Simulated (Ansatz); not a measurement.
AgI (zinc blende, F-43m), plane-wave PAW LDA (Ansatz code). The conduction-band minimum lies at Γ, with 1 equivalent valley. Second derivatives d²E/dk² of the lowest band at one valley (eV·Å²), along Cartesian directions:

| direction | d²E/dk² |
|---|---|
| [100] | 57.04 |
| [010] | 57.04 |
| [001] | 57.04 |
| [110] | 56.99 |
| [101] | 56.99 |
| [011] | 56.99 |

Problem. Find the principal effective masses, the density-of-states mass and the conductivity mass.

Solution. Off-diagonal terms follow from H_xy = H[110] − (H_xx + H_yy)/2, and m*/mₑ = 7.620 eV·Å² over each eigenvalue: 0.13, 0.13, 0.13. One valley's DOS mass (m₁m₂m₃)^(1/3) = 0.13, conductivity mass 3/(Σ 1/mᵢ) = 0.13 mₑ.

Problem. What effective density of states Nc follows at 300 K for parabolic valleys?

Solution. Nc = 2.509e19 × 1 × (0.13)^(3/2) ≈ 1.2e18 cm⁻³.

Problem. With the computed static dielectric constant 7.26 (mean of the diagonal), estimate a hydrogenic donor's binding energy and radius.

Solution. E = 13.606 eV × 0.13/7.26² ≈ 34 meV; a = 0.529 Å × ε/m* ≈ 30 Å. Semilocal masses tend to be too small when the gap is underestimated.

Problem. With ε∞ = 5.93 and ω_LO = 130 cm⁻¹, what Fröhlich coupling constant follows?

Solution. α = (1/ε∞ − 1/ε0) √(m* × 13.606 eV/ħω_LO) = 0.32.

The cell was relaxed with LDA under the symmetry of its start. The run is not spin-polarised. Scalar-relativistic: spin–orbit coupling is off unless named, which matters more the heavier the elements.

Potentials: the earlier of the program's two PAW sets. The files were generated under PBE; for other functionals the program regenerates the frozen cores, and for LDA and PBEsol the local potential too.
